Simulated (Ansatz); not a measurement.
# Zr2AlC: do energies and stresses tell the same story?

Method: DFT PBEsol, scalar-relativistic, plane waves, PAW in Ansatz.

Cutoff 420 eV; k points 12×12×4 on the computed 8-atom cell (Γ-centred); Gaussian smearing, width 0.10 eV; no spin polarisation.

Relaxed cell: P6_3/mmc, a = 3.290 Å, b = 3.290 Å, c = 14.516 Å, α = 90.00°, β = 90.00°, γ = 120.00°, 8 atoms in the primitive cell. Whether it is the stable form of this composition wasn't checked.

Energies at zero smearing and pressures from the stress tensor, at volumes with shape and atoms relaxed:
| V (Å³/atom) | E − E(first) (meV/atom) | P (GPa) |
| --- | --- | --- |
| 15.986 | 0.00 | 9.21 |
| 16.497 | -21.35 | 4.25 |
| 17.007 | -28.01 | -0.02 |
| 17.517 | -22.08 | -3.66 |
| 18.027 | -5.38 | -6.78 |

**Question.** Check P = −dE/dV between neighbouring volumes, and get the bulk modulus from the pressures alone.

**Answer.** With 1 eV/Å³ = 160.2 GPa:
```json
{"middle V (Å³/atom)": "16.241", "−ΔE/ΔV (GPa)": "6.703", "mean P (GPa)": "6.729"}
{"middle V (Å³/atom)": "16.752", "−ΔE/ΔV (GPa)": "2.093", "mean P (GPa)": "2.114"}
{"middle V (Å³/atom)": "17.262", "−ΔE/ΔV (GPa)": "-1.862", "mean P (GPa)": "-1.839"}
{"middle V (Å³/atom)": "17.772", "−ΔE/ΔV (GPa)": "-5.245", "mean P (GPa)": "-5.219"}
```

The two differ by 0.03 GPa at most. The mean of two end pressures misses the average over a step by about ΔV² P″/12, up to 0.06 GPa here; with that taken off 0.04 GPa remains. The stress is the derivative of the free energy, not of the energy at zero smearing, and with free energies 0.00 GPa remains. Around V = 17.007 Å³/atom, the two neighbours give B = −V ΔP/ΔV = 17.007 × 7.91 / 1.020 = 131.8 GPa, against B0 = 131.4 GPa from the Birch–Murnaghan fit of the energies.

Cost: 6 runs of about 11 core-minutes in all, on Arm Neoverse V1 (shared hosts).